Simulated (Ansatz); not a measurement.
Computed with DFT PBE, scalar-relativistic, plane waves, PAW in Ansatz. All cells share a 420 eV cutoff and Γ-centred k meshes spaced about 0.3 Å⁻¹ or finer (0.25 for metals, 2π included). No spin polarisation.

A search over trial structures of Sn2Sb3Te gave this relaxed cell.

```
CELL_PARAMETERS angstrom
4.43003 0.00000 0.00000
-2.21501 3.83652 0.00000
0.00000 0.00000 10.80129
ATOMIC_POSITIONS crystal
Sn 0.33333 0.66667 0.17634
Sn 0.66667 0.33333 0.82366
Sb 0.33333 0.66667 0.66488
Sb 0.00000 0.00000 0.50000
Sb 0.66667 0.33333 0.33511
Te 0.00000 0.00000 0.00000
```

Wave vectors count in units of this cell's reciprocal vectors.

Q: Is this structure dynamically stable?

A: It is unstable on this q mesh. The phonons on a 2×2×1 q mesh of the computed 6-atom cell go imaginary, to 51i cm⁻¹ at q = (0.00, 0.00, 0.00). (Phonon run: 12×12×4 k mesh, Gaussian smearing of 0.10 eV.) A kick in a repeat of the cell lowered it by 16 meV/atom on a coarse mesh, into P1, which no converged run confirmed. Sn is surrounded by 3 Sb at 3.08 Å and 3 Te at 3.19 Å; Sb on a site of symmetry 3m is surrounded by 3 Sn at 3.08 Å and 3 Sb at 3.12 Å; around Sb on a site of symmetry -3m lie 6 Sb at 3.12 Å; around Te lie 6 Sn at 3.19 Å. The phonon run warned that its eigensolver hadn't fully converged.

Spin–orbit coupling, which can matter for Sb and Te, is left out. Phonons of metals hang on the k mesh and the smearing.
